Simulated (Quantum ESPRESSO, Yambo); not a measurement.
Si (space group P6_3/mmc, No. 194) under biaxial strain (along x and y, z relaxed), counted from the cell relaxed with PBEsol, atoms relaxed at each step. PBEsol (pw.x of Quantum ESPRESSO, ONCV potentials, scalar-relativistic); G0W0 in Yambo (6×6×2 Γ-centred k mesh, 176 bands and a 10 Ry block in the screening, 176 bands in G with the Bruneval-Gonze terminator, plasmon pole fitted at 27.2 eV).

```csv
strain s (%),PBEsol direct gap at Γ (eV),G0W0 direct gap at Γ (eV)
-2,1.293,2.003
-1,1.121,1.824
0,0.947,1.639
+1,0.770,1.452
+2,?,?
```

Question: Fit a parabola in s to each column by least squares and predict the withheld row.

Answer: PBEsol: E = 0.947 − 0.1756 s − 0.0012 s² (largest residual 0 meV), giving 0.591 eV at s = +2; the run gave 0.595 eV, a miss of 4 meV. G0W0: E = 1.640 − 0.1858 s − 0.0020 s² (largest residual 1 meV), giving 1.260 eV at s = +2; the run gave 1.264 eV, a miss of 4 meV. The withheld row lies outside the fitted range, so this is an extrapolation. The GW settings are held fixed; their convergence isn't established. The screening block changes size along the series (313 vectors at -2 %, 313 vectors at -1 %, 313 vectors at +0 %, 311 vectors at +1 %, 313 vectors at +2 %), which puts steps into the G0W0 values. 

This is not the ordinary phase of the substance; no match was found in the copy of COD used, and its stability was not checked.
